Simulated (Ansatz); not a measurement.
Data:

N:
```xyz
8
Lattice="5.5962 0.0000 0.0000 0.0000 5.5962 0.0000 0.0000 0.0000 5.5962" Properties=species:S:1:pos:R:3 pbc="T T T"
N      0.3143     0.3143     0.3143
N      2.4838     5.2819     3.1124
N      3.1124     2.4838     5.2819
N      5.2819     3.1124     2.4838
N      5.2795     5.2795     5.2795
N      3.1148     0.3167     2.4814
N      2.4814     3.1148     0.3167
N      0.3167     2.4814     3.1148
```

This is the r²SCAN+D4-relaxed structure.

Task: All from DFT-r²SCAN+D4 in the program Ansatz with PAW potentials, unless another level is named. Estimate the band gap.

Result: 8.13 eV (smallest direct gap 8.15 eV).

Task: And the conduction-band minimum?

Result: at Γ.

Task: What about the valence-band maximum?

Result: at X.

Space group Pa-3 (α-N2). The r²SCAN+D4 relaxation kept the symmetry of its start. The substance is a gas or liquid at ambient conditions; this is its low-temperature solid. Point labels and valley counts follow the cell and symmetry of the run, lower than the named group.

Potentials: the later of the program's two PAW sets.
